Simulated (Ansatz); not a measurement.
SrAgSF:
```
CELL_PARAMETERS angstrom
      3.98251     0.00000     0.00000
      0.00000     3.98251     0.00000
      0.00000     0.00000     8.76814
ATOMIC_POSITIONS crystal
  Sr 0.00000 0.50000 0.84240
  Sr 0.50000 0.00000 0.15760
  Ag 0.50000 0.50000 0.50000
  Ag 0.00000 0.00000 0.50000
  S  0.00000 0.50000 0.30645
  S  0.50000 0.00000 0.69355
  F  0.50000 0.50000 0.00000
  F  0.00000 0.00000 0.00000
```

Relaxed with LDA.

### Question
Give the optical modes at the zone centre with their infrared and Raman activity from DFPT, DFT-LDA in the program Ansatz with PAW potentials.

### Answer
Transverse frequencies, without the LO–TO term; a row sums one degenerate level.

```csv
ω (cm⁻¹),degeneracy,IR ((D/Å)²/amu),Raman (Å⁴/amu),activity,symmetry
40,2,1.26,0,IR,Eu
64,1,0.00,18,Raman,B1g
100,1,0.61,0,IR,A2u
106,2,0.00,5.6,Raman,Eg
126,2,0.00,7.4,Raman,Eg
142,2,19.60,0,IR,Eu
175,1,0.00,14,Raman,A1g
189,1,11.42,0,IR,A2u
204,2,0.00,27,Raman,Eg
246,1,0.00,57,Raman,B1g
246,2,14.06,0,IR,Eu
268,1,0.00,68,Raman,A1g
313,2,0.00,4.8,Raman,Eg
322,1,9.16,0,IR,A2u
```

### Question
How high does the top mode go among those that the LO–TO term moves?

### Answer
300 cm⁻¹ for q along x, 300 cm⁻¹ for q along y, 389 cm⁻¹ for q along z.

Space group P4/nmm. The first step of the workflow began from a Materials Project structure, measured or hypothetical; the Crystallography Open Database copy checked does not list it. Whether it is the stable phase at ambient conditions was not checked. The LDA relaxation kept the symmetry of its start; phonons on a q-mesh show no instability. No spin polarisation was allowed.

Potentials: the later of the program's two PAW sets.
